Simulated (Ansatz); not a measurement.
ReS₂ in space group R3m (No. 160; Re on 3a, S on 3a, S on 3a), PBE+D3(BJ) (plane waves, PAW; program Ansatz), all energies at zero smearing, with the estimated change up to a 700 eV cutoff added, with one set of potentials and settings (totals compare only within such a set). Cell of 3 atoms (1 Re, 2 S): -12675.396 eV.

```csv
element,reference phase,E (eV/atom)
Re,"P6_3/mmc, 4 atoms in the cell",-10869.9542
S,"Fddd, 32 atoms in the cell",-902.2565
```

Formation energy per atom, worked out: (-12675.396 − 1×(-10869.9542) − 2×(-902.2565))/3 = -0.310 eV/atom (-30 kJ per mol of atoms), at 0 K, without zero-point energy or fitted corrections.

The cell is a constructed one: a structure type filled with these elements; neither database checked (COD, Materials Project) lists it. Its standing as an ambient phase is unchecked. The cell was relaxed with PBE+D3(BJ) under the symmetry of its start; whether a distortion lowers the energy is not shown. No spin polarisation was allowed. The references are the lowest solids computed at this level, not always the standard phases. Scalar-relativistic: spin–orbit coupling is off unless named, which matters more the heavier the elements.

Potentials: the earlier of the program's two PAW sets.
